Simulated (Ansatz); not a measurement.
Re (bcc (W type), Im-3m) under volume change, PBEsol (plane waves, PAW; program Ansatz), scaled uniformly.

```csv
V (Å³/atom),E − E(relaxed) (meV/atom),P (GPa)
13.364,…,…
13.805,70.3,27.02
14.245,16.6,12.41
14.686,0.0,0.00
15.126,14.9,-10.53
15.567,56.4,-19.45
16.008,…,…
```

Q: Some entries are withheld; supply them.

A: 
- 13.364, E − E(relaxed) (meV/atom): 167.6
- 13.364, P (GPa): 44.27
- 16.008, E − E(relaxed) (meV/atom): 120.6
- 16.008, P (GPa): -26.99

Q: What does a third-order Birch–Murnaghan fit give for V₀, B₀ and B′?

A: V₀ = 14.69 Å³/atom, B₀ = 380 GPa, B′ = 4.5.

The start of the workflow was typed in or built on a structure type; the Crystallography Open Database copy checked does not list it. It is not the phase usual at ambient conditions (space group No. 194). The cell was relaxed with PBEsol under the symmetry of its start. At this level the phase is mechanically unstable. No spin polarisation was allowed. Spin–orbit coupling is left out wherever it is not named.

Potentials: the earlier of the program's two PAW sets. The files were generated under PBE; for other functionals the program regenerates the frozen cores, and for LDA and PBEsol the local potential too.
